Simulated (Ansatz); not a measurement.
# Bi2S3: ²⁰⁹Bi NMR of the central transition

Cell: a structure deposited in the COD whose atoms were relaxed with PBE, the cell held.

```cif
data_Bi2S3
_symmetry_space_group_name_H-M 'Pnma'
_symmetry_Int_Tables_number 62
_cell_length_a 11.3450
_cell_length_b 3.9940
_cell_length_c 11.1930
_cell_angle_alpha 90.000
_cell_angle_beta 90.000
_cell_angle_gamma 90.000
loop_
_atom_site_label
_atom_site_type_symbol
_atom_site_symmetry_multiplicity
_atom_site_Wyckoff_symbol
_atom_site_fract_x
_atom_site_fract_y
_atom_site_fract_z
Bi1 Bi 4 c 0.4866 0.2500 0.3251
Bi5 Bi 4 c 0.3388 0.7500 0.0320
S9 S 4 c 0.2845 0.2500 0.1922
S13 S 4 c 0.5498 0.7500 0.1292
S17 S 4 c 0.3780 0.7500 0.4438
```

One atom of each set is listed.

The numbers come from a DFT calculation in Ansatz (PBE, plane waves and PAW, with spin–orbit coupling, 420 eV cutoff, Γ-centred 3×7×3 k-points, Fermi–Dirac smearing 0.02 eV).

²⁰⁹Bi has I = 9/2 and Q = -516.0 mb (Pyykkö 2018); at 7.05 T its Larmor frequency is ν₀ = 49.1 MHz (from the bare nuclear moment; shielding lowers the observed one by a per cent or two). Only the quadrupole interaction is simulated: positions count from each site's isotropic chemical shift, and shift anisotropy, dipolar and J coupling are left out.

(1) Give C_Q, η, the quadrupolar product P_Q = |C_Q|(1 + η²/3)^½, the second-order isotropic shift and the breadth of the pattern (static powder) for each Bi site.

Results:

(1) 

```json
{"site": "Bi1", "first shell": "7 S at 2.70–3.38 Å", "C_Q (MHz)": "109", "η": "0.97", "P_Q (MHz)": "124", "δ_QIS (ppm)": "-8918", "breadth (kHz)": "3282"}
{"site": "Bi5", "first shell": "7 S at 2.63–3.32 Å", "C_Q (MHz)": "257", "η": "0.06", "P_Q (MHz)": "257", "δ_QIS (ppm)": "-38075", "breadth (kHz)": "10196"}
```

δ_QIS = −(ν_Q²/30ν₀²)[I(I+1) − 3/4](1 + η²/3) × 10⁶ ppm with ν_Q = 3|C_Q|/[2I(2I−1)]; it falls as 1/B₀² in ppm, and the breadth as 1/B₀ in kHz.

With ν_Q/ν₀ up to 0.22, terms beyond second order are no longer negligible.

Newer work puts Q(²⁰⁹Bi) near −420 mb, which would lower these couplings by about a fifth.

Hardware: 2 threads of Intel Xeon Processor @ 2.50GHz (Skylake/Cascade Lake) (x86_64; 62 cores open to the job, memory cap 5.0 GiB, no GPU), a shared host with a load of 0.8 a core. Wall time 10 min, CPU time 20 min, peak memory 4.2 GiB.
